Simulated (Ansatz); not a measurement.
# Slab of diamond Sn (100), 4 layers

The slab is cut from the diamond crystal, which needn't be the stable phase, as relaxed on PAW files (34.93 Å³/atom), with 16 Å of vacuum and a dipole correction:

```xyz
4
Lattice="4.6231 0.0000 0.0000 0.0000 4.6231 0.0000 0.0000 0.0000 20.9035" Properties=species:S:1:pos:R:3 pbc="T T T"
Sn    0.0000    1.1558    8.0000
Sn    2.3115    1.1558    9.6345
Sn    2.3115    3.4673   11.2690
Sn    0.0000    3.4673   12.9035
```

Level of theory: DFT with PBEsol, scalar-relativistic, in Ansatz 0.2.0; a Γ-centred 7×7×1 k mesh, Fermi–Dirac smearing of 0.02 eV, no spin polarisation. LAPW: all electrons, basis error target 1 meV/atom; PAW: frozen-core files, cutoff 420 eV.

The bulk energy comes from a cell in the slab's orientation on a 7×7×5 mesh. The surface energy is (E(slab) − N·E(bulk))/2A at zero smearing, the mean of both faces; thin slabs carry quantum-size effects.

Spin–orbit coupling is left out, which matters for the heavy atoms. The PAW files were made under PBE. Real surfaces of this kind reconstruct, which a 1×1 cell forbids.

Q: As cut, the LAPW slab lies 2.570 eV above 4 atoms of bulk. What surface energy is that?

A: Over two faces of 21.37 Å² it is 60.1 meV/Å², and times 16.02 J/m² per eV/Å² that gives γ = 0.963 J/m².

Q: What do relaxation and the other method give, and what work function comes out?

A: 

| method | γ as cut (J/m²) | γ relaxed (J/m²) | Φ as cut (eV) | Φ relaxed (eV) |
| --- | --- | --- | --- | --- |
| LAPW | 0.963 | 0.961 | 4.61 | 4.60 |
| PAW | 0.964 | 0.962 | 4.61 | 4.60 |

Q: How do the spacings between the planes relax?

A: From the bottom face up: d12 -0.9 % of 1.635 Å, d23 +3.3 % of 1.635 Å, d34 -0.9 % of 1.635 Å.

Q: A field of 0.3 V/Å is applied along the normal, atoms held. What follows?

A: LAPW finds an induced dipole of 0.2717 e·Å a cell (PAW 0.2718), that is 7.67 Å for 4πα over the area, against 4.93 Å between the outer atoms.

Q: A 3d core hole is made on one atom of each kind in every 1×1 cell (PAW hole dataset, neutral cell, valence without spin). What does it cost by layer?

A: layer 1 484.00 eV, layer 2 484.07 eV. Shifts between layers mean more than the absolute values, and a whole layer of holes screens otherwise than one hole.
